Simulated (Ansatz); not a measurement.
## Course of a relaxation: ScSbSe3

A trial structure of ScSbSe3 was built thus: random cell by space group and Wyckoff sites (P4mm, No. 99). The dimensions are guesses.

```
Sc Sb Se
1.0
     4.42146    0.00000    0.00000
     0.00000    4.42146    0.00000
     0.00000    0.00000    8.26175
Sc Sb Se
1 1 3
Direct
  0.00000 0.00000 0.66649
  0.50000 0.50000 0.69329
  0.00000 0.00000 0.21282
  0.50000 0.00000 0.14669
  0.00000 0.50000 0.14669
```

Theory: DFT PBE, scalar-relativistic, plane waves, PAW in Ansatz. Cutoff 420 eV, Gaussian smearing, Γ-centred meshes. Cell and atoms relax first on a coarse mesh and then on a finer one. In between, the cell is made exact in the group found at 0.06 Å. In metals the finer mesh still leaves noise of several meV/atom or more. The steps can't lower the symmetry of their start. No spin polarisation in the relaxation; trial moments died out in a coarse test.

Steps on the 4×4×2 mesh (5 atoms, 21 steps). The free energy counts from the last step; some steps are skipped; the plane-wave basis is renewed at times, which shifts energy and pressure.

| step | ΔF (meV/atom) | V (Å³/atom) | P (GPa) | largest force component (eV/Å) |
| --- | --- | --- | --- | --- |
| 1 | 1121.4 | 32.30 | 5.44 | 5.684 |
| 3 | 774.2 | 32.34 | -0.90 | 0.384 |
| 5 | 737.5 | 30.24 | 0.65 | 0.481 |
| 8 | 621.6 | 26.29 | -0.67 | 1.623 |
| 10 | 408.7 | 22.82 | 2.37 | 2.206 |
| 12 | 219.4 | 22.94 | 1.81 | 1.152 |
| 14 | 75.3 | 23.71 | 1.81 | 0.802 |
| 17 | 2.6 | 26.40 | 0.08 | 0.295 |
| 19 | 1.4 | 27.29 | -0.65 | 0.205 |
| 21 | 0.0 | 27.15 | -0.01 | 0.013 |

The relaxed structure, after a last relaxation on the converged mesh:

```
CELL_PARAMETERS angstrom
4.04175 0.00000 0.00000
0.00000 4.04175 0.00000
0.00000 0.00000 8.49064
ATOMIC_POSITIONS crystal
Sc 0.00000 0.00000 0.79842
Sb 0.50000 0.50000 0.55454
Se 0.00000 0.00000 0.48574
Se 0.50000 0.00000 0.01364
Se 0.00000 0.50000 0.01364
```

The symmetry stays P4mm (No. 99). The volume per atom shrinks by 14.1 %, from 32.3 to 27.7 Å³. The shortest distance goes from 2.28 Å (Se–Se) to 2.65 Å (Sc–Se). The ratio c/a of the conventional cell changes by a factor of 1.12. The energy falls by about 1.1 eV/atom (the start's value is from the coarse mesh). The end is written in a standard setting, so origin, axes and order of atoms can differ from the start's. Sc is surrounded by 5 Se at 2.65–2.72 Å and 4 Sb at 3.53 Å; Sb has 4 Se at 2.92 Å; Se on a site of symmetry 4mm has 1 Sc at 2.65 Å and 4 Sb at 2.92 Å; 1 more site not described.

- Volume per atom: 27.7 Å³
- Density: 4.8 g/cm³
- Formation energy: −0.55 eV/atom
- Gap on the 10×10×6 mesh of the 5-atom cell: 0 eV (a metal)

Energies over the elements count from the elements' standard structures at the same level, with no fitted energy shifts.

The last run used Gaussian smearing of 0.10 eV. No dispersion correction is applied, so the spacing and binding between layers, chains or molecules are poorly described. Spin–orbit coupling, which can matter for Sb, is left out. The reference form of Se is held partly by dispersion forces, which this level lacks. A structure relaxed within its symmetry needn't be a true minimum. In all, the 3 runs took 11 min on 1 thread of Arm Neoverse V1 (shared host).
